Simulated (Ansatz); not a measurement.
Starting cell, La (dhcp type, space group P6_3/mmc):

```xyz
4
Lattice="3.7847 0.0000 0.0000 -1.8923 3.2776 0.0000 0.0000 0.0000 12.0294" Properties=species:S:1:pos:R:3 pbc="T T T"
La     0.0000     0.0000     0.0000
La     0.0000     0.0000     6.0147
La     0.0000     2.1851     3.0074
La     1.8923     1.0925     9.0221
```

In each cell atom 3 (La, nearest neighbour La at 3.717 Å; its periodic images, 3.8 Å or more away, move with it) moves by s·(0.707, 0.707, 0.000) (along Cartesian [110]), the rest being held.

All values below come from r2SCAN (plane waves to 500 eV, PAW, scalar-relativistic; Ansatz, a quantum-chemistry and plane-wave program). k mesh 11×11×3 (Γ-centred), Fermi-Dirac smearing 0.05 eV. The energy includes the smearing's −TS. With partly filled bands, energies and forces of such displacements shift with the k mesh and the smearing. La is run without spin polarisation. La was relaxed with its symmetry unable to fall. The PAW data are Ansatz's earlier set. ΔE is measured from the undisplaced structure.

Successive frames, forces in eV/Å:

```tsv
frame	ΔE (meV/cell)	F on La1	F on La2	F on La3	F on La4
s = -0.296 Å	16	(-0.027, -0.023, 0.004)	(-0.027, -0.023, -0.004)	(0.087, 0.081, 0.000)	(-0.034, -0.035, 0.000)
s = -0.148 Å	4	(-0.009, -0.008, 0.002)	(-0.009, -0.008, -0.002)	(0.038, 0.036, 0.000)	(-0.020, -0.021, 0.000)
s = 0.000 Å	0	(0.000, 0.000, 0.000)	(0.000, 0.000, 0.000)	(0.000, 0.000, 0.000)	(0.000, 0.000, 0.000)
s = 0.148 Å	4	(0.006, 0.008, 0.003)	(0.006, 0.008, -0.003)	(-0.034, -0.036, 0.000)	(0.021, 0.021, 0.000)
```

Question: What are the energy and the forces in the next frame, s = 0.296 Å?

Answer: ΔE (meV/cell) = 15.

```csv
atom,Fx,Fy,Fz
La1,0.022,0.025,0.010
La2,0.022,0.025,-0.010
La3,-0.078,-0.084,0.000
La4,0.034,0.034,0.000
```

(For displaced atoms, the force is minus the slope of the energy, and its curvature is a force constant, which sets phonon frequencies.)
